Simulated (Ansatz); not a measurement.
Cancellation of cutoff errors in Al3Pd

Method: DFT PBE, scalar-relativistic, plane waves, PAW in Ansatz 0.2.0.

```xyz
4
Lattice="3.9469 0.0000 0.0000 0.0000 3.9469 0.0000 0.0000 0.0000 3.9469" Properties=species:S:1:pos:R:3 pbc="T T T"
Al    0.0000    1.9735    1.9735
Al    1.9735    0.0000    1.9735
Al    1.9735    1.9735    0.0000
Pd    0.0000    0.0000    0.0000
```

| Property | Result |
| --- | --- |
| Γ-centred k-mesh | 10×10×10 |
| occupation rule | Gaussian smearing, 0.1 eV |
| spin treatment | unpolarised |

A second cell has all atoms moved and the lattice slightly strained:

```yaml
crystal:
  lattice:
    - [4.02611, -0.02176, -0.02219]
    - [-0.02176, 3.92160, 0.02367]
    - [-0.02219, 0.02367, 3.98534]
  atoms:
    - { symbol: Al, position: [0.98651, 0.51101, 0.50667] }
    - { symbol: Al, position: [0.51047, 0.00477, 0.49809] }
    - { symbol: Al, position: [0.46912, 0.50577, 0.00567] }
    - { symbol: Pd, position: [0.00945, 0.99883, 0.00716] }
```

It ran on a 8×8×8 mesh, another than the first cell's, which shifts the difference by nearly the same amount at every cutoff. Both were run at several values of the cutoff; energies per atom at zero smearing, errors against the largest value (600 eV), which isn't proved converged itself.

```
cutoff error, first cell (meV) error, second cell (meV)
200 eV                  3182.77                   3186.83
250 eV                   540.12                    537.03
300 eV                    71.62                     72.06
350 eV                     8.46                      8.56
420 eV                     1.10                      1.07
```

Problem. At the largest value the second cell lies 8.18 meV/atom above the first. What is the error of that difference at each value, and where does each quantity come within 1 meV/atom?

Solution. The error of the difference is the second cell's error less the first's:
| cutoff | difference (meV) | its error (meV) |
| --- | --- | --- |
| 200 eV | 12.23 | 4.06 |
| 250 eV | 5.09 | -3.08 |
| 300 eV | 8.61 | 0.43 |
| 350 eV | 8.28 | 0.11 |
| 420 eV | 8.15 | -0.03 |

No value below the largest brings the first cell's total energy within 1 meV/atom, while the difference is there from 300 eV on. Most of the error cancels, by a factor of about 166 in the median. A missing short wave mostly misdescribes the region near each nucleus, which both cells share; what doesn't cancel comes largely from the change of volume and bonding.

1 further run of this set isn't shown, and 7 didn't finish or converge.